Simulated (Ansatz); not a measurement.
What a change of settings does to a run on MnZn$_{3}$

The cell comes from COD entry 1522570, which wasn't checked; take it as a given geometry. The listed cell was then made from it by scaling, straining or moving an atom.

First run: DFT, LDA, PAW with Ansatz's default frozen-core files, scalar-relativistic (Ansatz 0.2.0).

Command: `ansatz run input.yaml --threads 1 --pin off --max-ram 6144MiB --backend cpu --events-out ev --progress --plain --runs-dir out` The run took 57 s on 1 thread of Arm Neoverse V2 (shared host).

```yaml
crystal:
  lattice:
    - [3.9107952988, 0.0, 0.0]
    - [0.0, 3.9107952988, 0.0]
    - [0.0, 0.0, 3.9107952988]
  atoms:
    - { symbol: Mn, position: [0.0, 0.0, 0.0], spin: 4.0 }
    - { symbol: Zn, position: [0.0, 0.5, 0.5] }
    - { symbol: Zn, position: [0.5, 0.0, 0.5] }
    - { symbol: Zn, position: [0.5, 0.5, 0.0] }
magnetization:
  spin_polarized: true
kpoints:
  mp_grid: { grid: [9, 9, 9] }
scf:
  occupations: { method: fermi_dirac, width: 0.05 }
hamiltonian:
  xc: lda
  pseudopotentials: { kind: paw }
output:
  forces: true
  stress: true
  efg: { contact_densities: true }
relax:
  f_tol: 0.005
  max_steps: 80
  cell: {}
```

Result: converged; relaxed volume 12.230 Å³/atom; moment 1.75 μB; 67 SCF iterations in all.

The input is then changed:

```diff
@@ -16,5 +16,5 @@
   occupations: { method: fermi_dirac, width: 0.05 }
 hamiltonian:
-  xc: lda
+  xc: r2scan
   pseudopotentials: { kind: paw }
 output:
@@ -22,4 +22,8 @@
   stress: true
   efg: { contact_densities: true }
+  write_density: true
+  write_potential: true
+  elf: true
+  volumetric_format: npy
 relax:
   f_tol: 0.005
```

Question: What does the second run give?

Answer: It converged; relaxed volume 13.851 Å³/atom; moment 3.27 μB; 95 SCF iterations in all.
